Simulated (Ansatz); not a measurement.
SnO₂:
```
CELL_PARAMETERS angstrom
     -3.20008     3.36484     3.36484
      3.20008    -3.36484     3.36484
      3.20008     3.36484    -3.36484
ATOMIC_POSITIONS crystal
  Sn 0.99996 0.24996 0.75000
  Sn 0.00004 0.75004 0.25000
  Sn 0.50000 0.50000 0.50000
  Sn 0.50000 0.00000 0.00000
  O  0.19410 0.19413 0.50003
  O  0.80590 0.80587 0.49997
  O  0.19410 0.69406 0.99997
  O  0.80590 0.30594 0.00003
  O  0.69414 0.75004 0.94410
  O  0.30586 0.24996 0.05590
  O  0.30594 0.75004 0.55590
  O  0.69406 0.24996 0.44410
```

Relaxed with r²SCAN. Special points in fractions of this cell's reciprocal vectors: Γ (0.000, 0.000, 0.000); X (0.500, -0.500, 0.500); F0 (0.476, -0.476, 0.524); Σ0 (-0.476, 0.476, 0.476); Λ0 (0.500, 0.500, -0.500); G0 (0.500, -0.500, 0.500); R (0.000, 0.500, 0.000); W (0.250, 0.250, 0.250); S (0.500, 0.000, 0.000); T (0.000, 0.000, 0.500).

Task: List the band energies nearest the valence-band maximum at these points for plane-wave PAW r²SCAN (Ansatz code).

Result: In eV from the valence-band maximum; about four levels below and three above (degenerate sets whole), none deeper than 8.9 eV; points with the same levels are listed once.

| k | below | above |
|---|---|---|
| Γ | -0.85 -0.85 -0.77 -0.77 0.00 | 1.79 5.53 5.53 |
| X | -1.26 -1.26 -0.92 -0.92 | 5.46 5.46 6.88 6.88 |
| F0 | -1.26 -1.26 -1.25 -1.25 -0.91 -0.91 | 5.46 5.46 6.71 |
| R | -0.85 -0.85 -0.51 -0.51 | 5.18 5.18 6.89 6.89 |
| W | -0.82 -0.82 -0.82 -0.82 | 6.20 6.20 6.20 6.20 |
| S | -0.67 -0.67 -0.62 -0.62 | 5.01 5.01 7.16 7.16 |

Space group P4_2/mnm (rutile). The cell was relaxed with r²SCAN under the symmetry of its start. Point labels and valley counts follow the cell and symmetry of the run, lower than the named group. Scalar-relativistic: spin–orbit coupling is off unless named, which matters more the heavier the elements.

Potentials: the earlier of the program's two PAW sets.
